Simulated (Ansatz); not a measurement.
BaZrO$_{3}$:
```cif
data_BaO3Zr
_chemical_formula_sum 'O3 Ba1 Zr1'
_space_group_name_H-M_alt 'Pm-3m'
_space_group_IT_number 221
_space_group_name_Hall '-P 4 2 3'
_cell_length_a 4.18063
_cell_length_b 4.18063
_cell_length_c 4.18063
_cell_angle_alpha 90.000
_cell_angle_beta 90.000
_cell_angle_gamma 90.000
loop_
_atom_site_label
_atom_site_type_symbol
_atom_site_symmetry_multiplicity
_atom_site_Wyckoff_symbol
_atom_site_fract_x
_atom_site_fract_y
_atom_site_fract_z
_atom_site_occupancy
O1 O 3 c 0.00000 0.50000 0.50000 1
Ba1 Ba 1 a 0.00000 0.00000 0.00000 1
Zr1 Zr 1 b 0.50000 0.50000 0.50000 1
```

Relaxed with PBEsol.

Q: Decompose the optical modes at the zone centre into irreducible representations, and say which are infrared and Raman allowed.

A: Point group m-3m: Γ_opt = 3T1u + T2u. Infrared: T1u. Raman: none.

Q: Assign frequencies (DFPT, plane-wave PAW PBEsol (Ansatz code); without the LO–TO term).

A: T1u 88, T2u 175, T1u 189, T1u 502 cm⁻¹.

The PBEsol relaxation kept the symmetry of its start; of distortions, only those at the zone centre were tested. No spin polarisation was allowed. Scalar-relativistic: spin–orbit coupling is off unless named, which matters more the heavier the elements.

Potentials: the later of the program's two PAW sets.
